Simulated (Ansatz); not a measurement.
**A plane-wave run on CaGa2Ni**

The input, for Ansatz 0.2.0 (plane waves, PAW):

```yaml
crystal:
  lattice:
    - [4.090668, 0.0, 0.0]
    - [2.045334, -5.223923, 0.0]
    - [0.0, 0.0, -7.015569]
  atoms:
    - { symbol: Ca, position: [0.4421, 0.1158, 0.25] }
    - { symbol: Ca, position: [0.5579, 0.8842, 0.75] }
    - { symbol: Ni, position: [0.2814, 0.4372, 0.75] }
    - { symbol: Ni, position: [0.7186, 0.5628, 0.25] }
    - { symbol: Ga, position: [0.1608, 0.6784, 0.4432] }
    - { symbol: Ga, position: [0.8392, 0.3216, 0.9432] }
    - { symbol: Ga, position: [0.8392, 0.3216, 0.5568] }
    - { symbol: Ga, position: [0.1608, 0.6784, 0.0568] }
  symmetry: { tolerance: 0.0003 }
kpoints:
  mp_grid: { grid: [9, 9, 5], shift: [0, 0, 0] }
  band_path:
    path:
      - [0.0, 0.0, 0.0]
      - [0.0, -0.5, 0.0]
      - [0.42335127, -0.28832436, 0.0]
      - [0.57664873, 0.28832436, 0.0]
      - [0.0, 0.0, 0.0]
      - [0.0, 0.0, -0.5]
      - [0.57664873, 0.28832436, -0.5]
      - [0.42335127, -0.28832436, -0.5]
      - [0.0, -0.5, -0.5]
      - [0.0, -0.5, 0.0]
      - [0.0, 0.0, 0.0]
    npoints: 7
magnetization:
  spin_polarized: false
scf:
  occupations: { method: fermi_dirac, width: 0.0201 }
  lower_state_search: "off"
  max_iter: 200
hamiltonian:
  pseudopotentials: { kind: paw }
  xc: r2scan
  hubbard:
    projectors: all-electron-ortho-atomic
    sites: [{ species: Ni, l: d, u_eff: 4.14 }]
basis:
  ecutwfc: 500
  fft_grid_basis: typed
output:
  forces: true
  stress: true
  eigenvalues: true
  bader: true
  populations: true
  elf: true
  write_potential: true
  volumetric_format: npy
  dos:
    e_range: [-12, 8]
    de: 0.05
    projected: { site_lists: { Ca: [Ca], Ga: [Ga], Ni: [Ni] } }
  write_density: true
checkpoint:
  read: saved_state
```

Run as

```sh
ansatz run input.yaml --threads 1 --pin off --max-ram 2560MiB --backend cpu --events-out ev --progress --plain --runs-dir out
```

The saved state is an earlier solution for the same cell, perhaps on another mesh. 

Output (shortened):

```
SCF iter   1: F=-30495.5174 eV  Δρ=6.10e-3  dr2=1.07e-2  dr2_τ=2.62e-3
SCF iter   2: F=-30495.5106 eV  Δρ=4.98e-3  dr2=1.69e-2  dr2_τ=7.40e-4
SCF iter   3: F=-30495.5221 eV  Δρ=2.95e-3  dr2=3.83e-3  dr2_τ=5.30e-4
SCF iter   4: F=-30495.5249 eV  Δρ=7.41e-4  dr2=2.78e-4  dr2_τ=4.53e-5
SCF iter   5: F=-30495.5250 eV  Δρ=1.86e-4  dr2=5.51e-5  dr2_τ=9.48e-7
SCF iter   6: F=-30495.5250 eV  Δρ=1.82e-4  dr2=4.34e-5  dr2_τ=3.25e-7
SCF iter   7: F=-30495.5250 eV  Δρ=7.01e-5  dr2=6.14e-6  dr2_τ=3.55e-8
SCF iter   8: F=-30495.5250 eV  Δρ=2.12e-5  dr2=5.17e-7  dr2_τ=4.11e-9
SCF iter   9: F=-30495.5250 eV  Δρ=8.22e-6  dr2=1.03e-7  dr2_τ=1.11e-9
SCF iter  10: F=-30495.5250 eV  Δρ=4.60e-6  dr2=3.01e-8  dr2_τ=1.30e-10
Free energy (F): -30495.5250 eV
Harris-Foulkes:  -30495.5250 eV  (|F-HF|=2.18e-8)
Internal energy: -30495.5213 eV  (E = F + TS)
E sigma→0 (E₀):  -30495.5232 eV
Entropy (-TS):   -0.0037 eV (-0.462 meV/atom)
Fermi energy:    10.1280 eV
--- Per-component energies (eV) ---
  E_band       = -1249.9038
  E_kinetic    = 1589.9927
  E_local      = -19076.8949  (includes V_loc(G=0)·N_el)
  E_nonlocal   = 3126.3868
  E_hartree    = 8456.2993
  E_xc         = -679.6552
  E_vxc        = -860.1883  (∫ρ·V_xc dr)
  E_hubbard    = 3.3880  (on-site DFT+U / exact-exchange correction)
  E_vhub       = -30.8669  (the Hubbard potential's part of the band-sum identity)
  E_paw        = -13042.6235  (= ΣΔE_a)
  E_vpaw       = -2965.3503  (= ΣTr[D̂ρ^β])
  E_aug_tail   = 0.0003  (compensation charges beyond the density's cutoff)
  E_vtau       = 54.3972  (kinetic-family band-sum trace: ∫τ·v_τ [+ j·A + Jᵃ·Aᵃ] dr)
  E_ewald      = -10868.7612
  E_core_change = -3.6537  (= ΣΔE_core)
  E_smearing   = -0.0037  (= −TS)
--- Forces (eV/Å), atoms counted from 1 ---
  atom   1  Ca     0.0000     0.0298     0.0000
  atom   2  Ca     0.0000    -0.0298     0.0000
  atom   3  Ni     0.0000     0.0328     0.0000
  atom   4  Ni     0.0000    -0.0328     0.0000
  atom   5  Ga     0.0000     0.3193     0.0817
  atom   6  Ga     0.0000    -0.3193     0.0817
  atom   7  Ga     0.0000    -0.3193    -0.0817
  atom   8  Ga     0.0000     0.3193    -0.0817
--- Stress (GPa, compression-positive) ---
       -4.1690       0.0000       0.0000
        0.0000      -4.3057       0.0000
        0.0000       0.0000      -4.0455
  P = ⅓ Tr σ = -4.1734 GPa (-41.734 kbar)
```

Origin: a database entry at a rescaled volume. Caveats: no spin polarisation, so a magnetic state may lie lower.

Cost: 2.2 min on 1 thread of Intel(R) Xeon(R) 6975P-C (Granite Rapids), with other jobs on the host, peak memory 1.7 GiB (start from a saved density).
